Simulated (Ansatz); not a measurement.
The elements of this relaxed trial crystal are hidden behind letters.

```
lattice vectors (Å)
   3.6607    0.0000    0.0000
  -1.8304    3.1703    0.0000
   0.0000    0.0000    3.7060
fractional positions
X 0.0000 0.0000 0.0000
Z 0.3333 0.6667 0.2549
Z 0.6667 0.3333 0.7451
```

Level of theory: DFT PBE, scalar-relativistic, plane waves, PAW (Ansatz). The final run on the 3-atom cell used 420 eV, a Γ-centred 12×12×12 mesh, 0.10 eV smearing and collinear spin.

* Space group: P-3m1 (No. 164)
* Conventional cell: a = 3.661 Å, c = 3.706 Å
* Volume per atom: 14.34 Å³
* Density: 2.35 g/cm³
* Formation energy: −1.61 eV/atom
* Gap on the 12×12×12 mesh of the 3-atom cell: 0 eV (a metal)
* Net moment per atom: 0.33 μB

Energies are uncorrected and count from the elements' standard states at the same level.

Question: X is an s-block element of period 3 and Z is a p-block element of period 2. Which elements are they?

Answer: X = Na, Z = F, so the formula is NaF2. Density times volume gives a mean mass of 2.35 × 14.34/1.6605 = 20.3 u per atom, and this set has 20.3 u. Among the elements that the hints allow, noble gases aside, only these give it. Na has 6 F at 2.32 Å; around F lie 3 Na at 2.32 Å and 6 F at 2.79–2.84 Å.

Another magnetic order may lie lower. Symmetry constrained the relaxation, so the result can be a saddle point.
